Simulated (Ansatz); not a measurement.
## Mn2ZnAs2, one structure, two calculations

Cell: a COD entry whose atoms were relaxed with PBE, the cell held.

```xyz
5
Lattice="4.0990 0.0000 0.0000 -2.0495 3.5498 0.0000 0.0000 0.0000 6.5720" Properties=species:S:1:pos:R:3 pbc="T T T"
Mn    0.0000    2.3666    2.4620
Mn    2.0495    1.1833    4.1100
Zn    0.0000    0.0000    0.0000
As    0.0000    2.3666    4.9250
As    2.0495    1.1833    1.6470
```

Atoms are numbered from 1 in the order listed; like atoms form one site, named after its first atom.

First run. Method: Kohn–Sham DFT in Ansatz, PBE, plane waves and PAW, scalar-relativistic, collinear spin, 420 eV cutoff, Γ-centred 9×9×5 k-points, Fermi–Dirac smearing 0.05 eV. Start moments as typed (μB): 5 -5 0 0 0 by atom.

```
site  atom  V_zz (10²¹ V/m²)     η  m (μB)
  Mn     1             -1.97  0.00    3.41
  Zn     3             -0.15  0.00    0.00
  As     4             -0.39  0.00    0.01
```

Second run. The same atoms and settings, except that the functional is r2SCAN and the cutoff is 500 eV.

(1) What does the second run give?

Results:

(1) 

| site | atom | V_zz | η | change of V_zz | m (μB) |
| --- | --- | --- | --- | --- | --- |
| Mn | 1 | -1.20 | 0.00 | +0.77 | 3.87 |
| Zn | 3 | -0.18 | 0.00 | -0.03 | 0.00 |
| As | 4 | 0.100 | 0.00 | +0.49 | 0.00 |

The largest change of V_zz is on Mn, from -1.97 to -1.20. V_zz changes sign on As (same axis). The absolute magnetisation of the cell goes from 7.8 to 8.7 μB.

With no gap above 0.1 eV, as in a metal, the gradients converge slowly in k; expect changes of a tenth or more on a denser mesh. The magnetic order is the one that the run reached from its start moments, not necessarily the measured one.
For the first run: The largest force is 0.4 eV/Å, so the atoms aren't at the calculated equilibrium and relaxing them would move these values.
For the second run: The largest force is 1.0 eV/Å, so the atoms aren't at the calculated equilibrium and relaxing them would move these values. The program didn't check the stability of this electronic state in full, so a lower one may lie near. With these PAW files V_zz is typically within 2 to 3 % of all-electron values, but misses above 10 % occur on Zn. Semilocal functionals make gaps too small and can close them, so the real compound need not be a metal.
